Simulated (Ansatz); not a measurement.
SiH8N2F6:
```cif
data_H32F24N8Si4
_chemical_formula_sum 'Si4 H32 N8 F24'
_space_group_name_H-M_alt 'Fm-3m'
_space_group_IT_number 225
_space_group_name_Hall '-F 4 2 3'
_cell_length_a 8.09530
_cell_length_b 8.09530
_cell_length_c 8.09530
_cell_angle_alpha 90.000
_cell_angle_beta 90.000
_cell_angle_gamma 90.000
loop_
_atom_site_label
_atom_site_type_symbol
_atom_site_symmetry_multiplicity
_atom_site_Wyckoff_symbol
_atom_site_fract_x
_atom_site_fract_y
_atom_site_fract_z
_atom_site_occupancy
Si1 Si 4 a 0.00000 0.00000 0.00000 1
H1 H 32 f 0.32260 0.32260 0.32260 1
N1 N 8 c 0.25000 0.25000 0.25000 1
F1 F 24 e 0.00000 0.00000 0.21010 1
```
(The calculation used a cell of 17 atoms; values per cell refer to that cell.)

Relaxed with r²SCAN+D4. r²SCAN+D4 in the plane-wave PAW code Ansatz gives a gap of 7.71 eV.

Question: What gap does HSE06 give on the same cell (Ansatz, PAW)?

Answer: 9.20 eV, 1.49 eV more. The hybrid was solved on a coarser mesh and at special points; its gap is the smallest among all of these.

```json
[
 {"k": "Γ", "v1 r²SCAN+D4": "0.00", "c1 r²SCAN+D4": "7.71", "v1 HSE06": "0.00", "c1 HSE06": "9.20"},
 {"k": "X", "v1 r²SCAN+D4": "-0.01", "c1 r²SCAN+D4": "10.24", "v1 HSE06": "___", "c1 HSE06": "___"},
 {"k": "L", "v1 r²SCAN+D4": "-0.08", "c1 r²SCAN+D4": "9.67", "v1 HSE06": "___", "c1 HSE06": "___"},
 {"k": "W", "v1 r²SCAN+D4": "-0.09", "c1 r²SCAN+D4": "10.29", "v1 HSE06": "___", "c1 HSE06": "___"},
 {"k": "K", "v1 r²SCAN+D4": "-0.04", "c1 r²SCAN+D4": "10.22", "v1 HSE06": "___", "c1 HSE06": "___"}
]
```

Question: Top valence (v1) and lowest conduction level (c1) in eV from each method's valence maximum (which need not be a listed point): supply the withheld HSE06 values.

Answer: 
- K, v1 HSE06: -0.04
- K, c1 HSE06: 11.72
- W, v1 HSE06: -0.08
- W, c1 HSE06: 11.79
- L, v1 HSE06: -0.07
- L, c1 HSE06: 11.16
- X, v1 HSE06: -0.01
- X, c1 HSE06: 11.74

Cost on shared cores: the r²SCAN+D4 run (SCF on a 6×6×6 mesh, then bands and DOS) around 90 core-seconds (rough), the HSE06 run (SCF on 4×4×4, then a few points) very roughly 4 core-minutes; the tasks are unlike.

The start of the workflow was typed in or built on a structure type; neither database checked (COD, Materials Project) lists it. COD files the formula under space group No. 186, so this cell is another polymorph or a model. Its standing as an ambient phase is unchecked. The r²SCAN+D4 relaxation kept the symmetry of its start; whether a distortion lowers the energy is not shown. The volume moved by -22 % from the start of the relaxation.

Potentials: the later of the program's two PAW sets.
